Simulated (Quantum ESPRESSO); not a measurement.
Ti2TaO5F3, one run as intended and one with a planted mistake

Computed values, not a measurement. The program is pw.x of Quantum ESPRESSO 7.5 (plane-wave density functional theory). The cell is made up: 11 atoms on a rutile lattice with one site empty, with randomly drawn elements, strain and displacements, not relaxed. PseudoDojo standard norm-conserving files (v0.5 for PBE, v0.4.1 for LDA and PBEsol) set the functional; there is no spin polarisation, spin-orbit coupling or dispersion term, and the masses in the input are unused placeholders.

Intended input:

```
&control calculation='scf', pseudo_dir='./dojo.nc.sr.pbe.v0_5.standard.upf', outdir='./o', disk_io='low', tprnfor=.true., tstress=.true. /
&system ibrav=0, nat=11, ntyp=4, nbnd=50, ecutwfc=84.00895049, nosym=.true., tot_charge=0,
 occupations='smearing', smearing='fd', degauss=0.0018374661
/
&electrons conv_thr=7.350e-09, electron_maxstep=60, /
ATOMIC_SPECIES
F 1.0 F.upf
O 1.0 O.upf
Ta 1.0 Ta.upf
Ti 1.0 Ti.upf
CELL_PARAMETERS angstrom
4.8446 0.0 0.0
0.0 4.8446 0.0
0.0 0.0 6.245
ATOMIC_POSITIONS angstrom
Ti 0.0732 0.107 0.044
Ta 2.4631 2.5095 1.5763
Ti 2.345 2.5543 4.7082
O 1.5045 1.4144 -0.1433
O 3.3932 3.3481 0.0536
O 3.9745 1.1046 1.5076
O 0.9421 4.0513 1.63
O 1.6042 1.6162 3.155
F 3.371 3.3251 2.9972
F 3.8134 0.9389 4.5651
F 0.9859 3.7725 4.7325
K_POINTS automatic
5 5 4 1 1 1
```

The log is shortened where brackets say so; the opening notice, blank lines, dates and the lines on written files are dropped, and the path of the files is cut. It prints rydbergs, bohrs and kilobars, and counts compression as positive stress. Where no state is partly filled, the Fermi energy that it prints is only some level between the filled and the empty states on the mesh, and need not lie in the true gap.

Log of the intended run:

```
     Program PWSCF v.7.5
     Parallel version (MPI & OpenMP), running on       4 processor cores
     Number of MPI processes:                 4
     Threads/MPI process:                     1
     [start-up lines left out]
     bravais-lattice index     =            0
     lattice parameter (alat)  =       9.1550  a.u.
     unit-cell volume          =     989.1107 (a.u.)^3
     number of atoms/cell      =           11
     number of atomic types    =            4
     number of electrons       =        88.00
     number of Kohn-Sham states=           50
     kinetic-energy cutoff     =      84.0090  Ry
     charge density cutoff     =     336.0358  Ry
     scf convergence threshold =      7.3E-09
     mixing beta               =       0.7000
     number of iterations used =            8  plain     mixing
     Exchange-correlation= PBE
                           (   1   4   3   4   0   0   0)
     [axes and pseudopotential details left out]
   Cartesian axes
     site n.     atom                  positions (alat units)
         1        Ti     tau(   1) = (   0.0151096   0.0220864   0.0090823  )
         2        Ta     tau(   2) = (   0.5084217   0.5179994   0.3253726  )
         3        Ti     tau(   3) = (   0.4840441   0.5272468   0.9718449  )
         4        O      tau(   4) = (   0.3105520   0.2919539  -0.0295793  )
         5        O      tau(   5) = (   0.7004087   0.6910994   0.0110639  )
         6        O      tau(   6) = (   0.8203980   0.2280064   0.3111918  )
         7        O      tau(   7) = (   0.1944639   0.8362507   0.3364571  )
         8        O      tau(   8) = (   0.3311316   0.3336086   0.6512406  )
         9        F      tau(   9) = (   0.6958263   0.6863518   0.6186682  )
        10        F      tau(  10) = (   0.7871444   0.1938034   0.9423069  )
        11        F      tau(  11) = (   0.2035049   0.7787021   0.9768608  )
     number of k points=    50  Fermi-Dirac smearing, width (Ry)=  0.0018
                       cart. coord. in units 2pi/alat
        k(    1) = (   0.1000000   0.1000000   0.0969696), wk =   0.0400000
        k(    2) = (   0.1000000   0.1000000   0.2909087), wk =   0.0400000
     [further k points left out]
     Dense  grid:   102933 G-vectors     FFT dimensions: (  54,  54,  72)
     Estimated max dynamical RAM per process >     291.73 MB
     Estimated total dynamical RAM >       1.07 GB
     Initial potential from superposition of free atoms
     starting charge      87.9959, renormalised to      88.0000
     Starting wfcs are   62 randomized atomic wfcs
     total cpu time spent up to now is        4.4 secs
     per-process dynamical memory:   225.3 Mb
     Self-consistent Calculation
     iteration #  1     ecut=    84.01 Ry     beta= 0.70
     Davidson diagonalization with overlap
     ethr =  1.00E-02,  avg # of iterations =  2.0
     total cpu time spent up to now is       11.9 secs
     total energy              =    -678.98532759 Ry
     estimated scf accuracy    <       5.01803621 Ry
     iteration #  2     ecut=    84.01 Ry     beta= 0.70
     Davidson diagonalization with overlap
     ethr =  5.70E-03,  avg # of iterations =  6.6
     total cpu time spent up to now is       26.5 secs
     total energy              =    -671.64359928 Ry
     estimated scf accuracy    <      96.81642291 Ry
     [iterations 3 to 19 left out]
     iteration # 20     ecut=    84.01 Ry     beta= 0.70
     Davidson diagonalization with overlap
     ethr =  5.87E-11,  avg # of iterations =  4.9
     total cpu time spent up to now is      181.6 secs
     total energy              =    -681.85342185 Ry
     estimated scf accuracy    <          8.7E-09 Ry
     iteration # 21     ecut=    84.01 Ry     beta= 0.70
     Davidson diagonalization with overlap
     ethr =  9.89E-12,  avg # of iterations =  4.9
     total cpu time spent up to now is      191.0 secs
     End of self-consistent calculation
     [lines on levels left out]
     the Fermi energy is     6.1687 ev
!    total energy              =    -681.85342185 Ry
     estimated scf accuracy    <          1.6E-09 Ry
     smearing contrib. (-TS)   =      -0.00000000 Ry
     internal energy E=F+TS    =    -681.85342185 Ry
     The total energy is F=E-TS. E is the sum of the following terms:
     one-electron contribution =    -308.10739714 Ry
     hartree contribution      =     189.93289479 Ry
     xc contribution           =    -138.50423342 Ry
     ewald contribution        =    -425.17468608 Ry
     convergence has been achieved in  21 iterations
     Forces acting on atoms (cartesian axes, Ry/au):
     atom    1 type  4   force =    -0.03104121    0.02084871    0.18076727
     atom    2 type  3   force =    -0.06606507   -0.08553782   -0.00604984
     atom    3 type  4   force =    -0.00129122   -0.15237027   -0.04475427
     atom    4 type  2   force =     0.01972934    0.05196145    0.00060823
     atom    5 type  2   force =    -0.00804891    0.02422489   -0.05405429
     atom    6 type  2   force =    -0.03703604    0.00799409   -0.10951689
     atom    7 type  2   force =     0.04279440   -0.04924984   -0.13695755
     atom    8 type  2   force =     0.05182706    0.07279941    0.02381899
     atom    9 type  1   force =     0.04455797    0.05684244    0.06517270
     atom   10 type  1   force =     0.00250826    0.01967253    0.06277246
     atom   11 type  1   force =    -0.01793459    0.03281443    0.01819320
     Total force =     0.371754     Total SCF correction =     0.000098
     Computing stress (Cartesian axis) and pressure
          total   stress  (Ry/bohr**3)                   (kbar)     P=     -142.70
  -0.00079445   0.00034747  -0.00000879         -116.87       51.11       -1.29
   0.00034747  -0.00086243  -0.00001990           51.11     -126.87       -2.93
  -0.00000879  -0.00001990  -0.00125322           -1.29       -2.93     -184.36
     init_run     :      4.12s CPU      4.29s WALL (       1 calls)
     electrons    :    185.31s CPU    186.59s WALL (       1 calls)
     forces       :      1.60s CPU      1.62s WALL (       1 calls)
     stress       :      5.36s CPU      5.52s WALL (       1 calls)
     [timing details left out]
     PWSCF        :   3m16.57s CPU   3m18.28s WALL
     JOB DONE.
```

A second run has one planted mistake: the files are those of another functional. The input lines that differ, file-writing options aside:

```
- &control calculation='scf', pseudo_dir='./dojo.nc.sr.pbe.v0_5.standard.upf', outdir='./o', disk_io='low', tprnfor=.true., tstress=.true. /
+ &control calculation='scf', pseudo_dir='./dojo.nc.sr.pbesol.v0_4_1.standard.upf', outdir='./o', disk_io='low', tprnfor=.true., tstress=.true. /
```

Its log:

```
     Program PWSCF v.7.5
     Parallel version (MPI & OpenMP), running on       4 processor cores
     Number of MPI processes:                 4
     Threads/MPI process:                     1
     [start-up lines left out]
     bravais-lattice index     =            0
     lattice parameter (alat)  =       9.1550  a.u.
     unit-cell volume          =     989.1107 (a.u.)^3
     number of atoms/cell      =           11
     number of atomic types    =            4
     number of electrons       =        88.00
     number of Kohn-Sham states=           50
     kinetic-energy cutoff     =      84.0090  Ry
     charge density cutoff     =     336.0358  Ry
     scf convergence threshold =      7.3E-09
     mixing beta               =       0.7000
     number of iterations used =            8  plain     mixing
     Exchange-correlation= PBESOL
                           (   1   4  10   8   0   0   0)
     [axes and pseudopotential details left out]
   Cartesian axes
     site n.     atom                  positions (alat units)
         1        Ti     tau(   1) = (   0.0151096   0.0220864   0.0090823  )
         2        Ta     tau(   2) = (   0.5084217   0.5179994   0.3253726  )
         3        Ti     tau(   3) = (   0.4840441   0.5272468   0.9718449  )
         4        O      tau(   4) = (   0.3105520   0.2919539  -0.0295793  )
         5        O      tau(   5) = (   0.7004087   0.6910994   0.0110639  )
         6        O      tau(   6) = (   0.8203980   0.2280064   0.3111918  )
         7        O      tau(   7) = (   0.1944639   0.8362507   0.3364571  )
         8        O      tau(   8) = (   0.3311316   0.3336086   0.6512406  )
         9        F      tau(   9) = (   0.6958263   0.6863518   0.6186682  )
        10        F      tau(  10) = (   0.7871444   0.1938034   0.9423069  )
        11        F      tau(  11) = (   0.2035049   0.7787021   0.9768608  )
     number of k points=    50  Fermi-Dirac smearing, width (Ry)=  0.0018
                       cart. coord. in units 2pi/alat
        k(    1) = (   0.1000000   0.1000000   0.0969696), wk =   0.0400000
        k(    2) = (   0.1000000   0.1000000   0.2909087), wk =   0.0400000
     [further k points left out]
     Dense  grid:   102933 G-vectors     FFT dimensions: (  54,  54,  72)
     Estimated max dynamical RAM per process >     291.73 MB
     Estimated total dynamical RAM >       1.07 GB
     Initial potential from superposition of free atoms
     starting charge      87.9962, renormalised to      88.0000
     Starting wfcs are   62 randomized atomic wfcs
     total cpu time spent up to now is        4.2 secs
     per-process dynamical memory:   225.2 Mb
     Self-consistent Calculation
     iteration #  1     ecut=    84.01 Ry     beta= 0.70
     Davidson diagonalization with overlap
     ethr =  1.00E-02,  avg # of iterations =  2.0
     total cpu time spent up to now is       11.3 secs
     total energy              =    -677.76840205 Ry
     estimated scf accuracy    <       4.70183583 Ry
     iteration #  2     ecut=    84.01 Ry     beta= 0.70
     Davidson diagonalization with overlap
     ethr =  5.34E-03,  avg # of iterations =  6.7
     total cpu time spent up to now is       25.7 secs
     total energy              =    -670.64455555 Ry
     estimated scf accuracy    <      93.73739968 Ry
     [iterations 3 to 18 left out]
     iteration # 19     ecut=    84.01 Ry     beta= 0.70
     Davidson diagonalization with overlap
     ethr =  1.60E-10,  avg # of iterations =  1.5
     total cpu time spent up to now is      175.2 secs
     total energy              =    -680.47259255 Ry
     estimated scf accuracy    <       0.00000005 Ry
     iteration # 20     ecut=    84.01 Ry     beta= 0.70
     Davidson diagonalization with overlap
     ethr =  6.19E-11,  avg # of iterations =  4.5
     total cpu time spent up to now is      183.7 secs
     End of self-consistent calculation
     [lines on levels left out]
     the Fermi energy is     6.0694 ev
!    total energy              =    -680.47259256 Ry
     estimated scf accuracy    <          6.3E-09 Ry
     smearing contrib. (-TS)   =      -0.00000000 Ry
     internal energy E=F+TS    =    -680.47259256 Ry
     The total energy is F=E-TS. E is the sum of the following terms:
     one-electron contribution =    -307.87679490 Ry
     hartree contribution      =     189.06233438 Ry
     xc contribution           =    -136.48344595 Ry
     ewald contribution        =    -425.17468608 Ry
     convergence has been achieved in  20 iterations
     Forces acting on atoms (cartesian axes, Ry/au):
     atom    1 type  4   force =    -0.02873043    0.02215509    0.18247925
     atom    2 type  3   force =    -0.06004881   -0.08259007   -0.00064107
     atom    3 type  4   force =    -0.00577588   -0.15103618   -0.04403287
     atom    4 type  2   force =     0.01966303    0.05301472    0.00034378
     atom    5 type  2   force =    -0.01266115    0.02000135   -0.04982410
     atom    6 type  2   force =    -0.03958761    0.01098621   -0.11391026
     atom    7 type  2   force =     0.04428520   -0.05041357   -0.14192615
     atom    8 type  2   force =     0.05962656    0.08114162    0.02158716
     atom    9 type  1   force =     0.03426881    0.04720145    0.05696348
     atom   10 type  1   force =     0.00072728    0.02187839    0.06674769
     atom   11 type  1   force =    -0.01176701    0.02766100    0.02221308
     Total force =     0.372773     Total SCF correction =     0.000176
     Computing stress (Cartesian axis) and pressure
          total   stress  (Ry/bohr**3)                   (kbar)     P=     -189.35
  -0.00109690   0.00035891  -0.00000775         -161.36       52.80       -1.14
   0.00035891  -0.00116017  -0.00002306           52.80     -170.67       -3.39
  -0.00000775  -0.00002306  -0.00160452           -1.14       -3.39     -236.03
     init_run     :      3.97s CPU      4.14s WALL (       1 calls)
     electrons    :    178.19s CPU    179.49s WALL (       1 calls)
     forces       :      1.59s CPU      1.61s WALL (       1 calls)
     stress       :      5.33s CPU      5.48s WALL (       1 calls)
     [timing details left out]
     PWSCF        :   3m 9.20s CPU   3m10.92s WALL
     JOB DONE.
```

|  | intended run | run with the mistake |
| --- | --- | --- |
| free energy (eV) | -9277.088 | -9258.301 |
| smearing term -TS (eV) | 0.0000 | 0.0000 |
| pressure (GPa) | -14.27 | -18.94 |
| largest force component (eV/Å) | 4.648 | 4.692 |
| largest change of a force component (eV/Å) |  | 0.265 |
| iterations | 21 | 20 |

For scale, a rerun of the intended cell at a cutoff of 1437 eV and k mesh 7 x 7 x 6 moved values by no more than 0.004 eV in energy, 0.03 GPa in stress and 0.003 eV/Å in force. Files of another functional have another zero of energy, so the energy change says nothing on stability.